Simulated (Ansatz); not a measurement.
Na, DFT, PBEsol, all-electron LAPW, scalar-relativistic (Ansatz 0.2.0), run on 1 thread of Intel(R) Xeon(R) 6975P-C (Granite Rapids) on a shared host.

The cell is a measured one (Crystallography Open Database entry 9011000); the temperature and pressure of the measurement aren't taken into account, and nothing was relaxed. The listed cell was then made from it by scaling, straining or moving an atom.

Command: `ansatz run input.yaml --threads 1 --pin off --max-ram 3072MiB --backend cpu --events-out ev --progress --plain --runs-dir out`

```yaml
crystal:
  lattice:
    - [3.7160893377, 0.0, 0.0]
    - [-1.8580446689, 3.2182277692, 0.0]
    - [0.0, 0.0, 6.0708276422]
  atoms:
    - { symbol: Na, position: [0.3333333333, 0.6666666667, 0.25] }
    - { symbol: Na, position: [0.6666666667, 0.3333333333, 0.75] }
kpoints:
  mp_grid: { grid: [13, 13, 7] }
  band_path:
    path:
      - [0.0, 0.0, 0.0]
      - [0.5, 0.0, 0.0]
      - [0.3333333333, 0.3333333333, 0.0]
      - [0.0, 0.0, 0.0]
      - [0.0, 0.0, 0.5]
      - [0.5, 0.0, 0.5]
      - [0.3333333333, 0.3333333333, 0.5]
      - [0.0, 0.0, 0.5]
      - [0.5, 0.0, 0.5]
    npoints: 5
scf:
  occupations: { method: fermi_dirac, width: 0.05 }
hamiltonian:
  xc: pbesol
  pseudopotentials: { kind: all_electron, lapw: { basis_error: 0.00025 } }
output:
  forces: true
  stress: true
  eigenvalues: true
```

Q: How large is the problem that the program sets up?

A: 84 irreducible k-points, 135 plane waves at Γ, 13 bands.

Q: Estimate the wall time and the peak memory.

A: 4.1 s of wall time for 7 SCF iterations, with a peak of 0.3 GiB. Times on shared machines scatter by tens of per cent.
